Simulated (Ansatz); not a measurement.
KCl (rock salt): values from a third-order Birch-Murnaghan fit to a volume scan beside measured ones. Computed values: PBE (plane waves to 420 eV, PAW, scalar-relativistic; Ansatz, a quantum-chemistry and plane-wave program). KCl was relaxed with its symmetry unable to fall.

```csv
quantity,reference,kind
Lattice constant a (Å),6.248,measured at or taken to low temperature
Bulk modulus B₀ (GPa),19.7,measured at or taken to low temperature
```

References as given in: Klaus Doll, Hermann Stoll, Physical review. B, Condensed matter (1997), arXiv:cond-mat/9707218.

### Question
What does PBE give, and how far is that from the reference?

### Answer
```
quantity                  PBE  difference
----------------------  -----  ----------
Lattice constant a (Å)  6.382      +2.1 %
Bulk modulus B₀ (GPa)    16.3     -17.5 %
```

PBE overestimates the lattice constant a by 2.1 %. PBE underestimates the bulk modulus B₀ by 17.5 %.

(A scan under strain: stresses follow from slopes of the energy per volume, elastic moduli from its curvatures.)
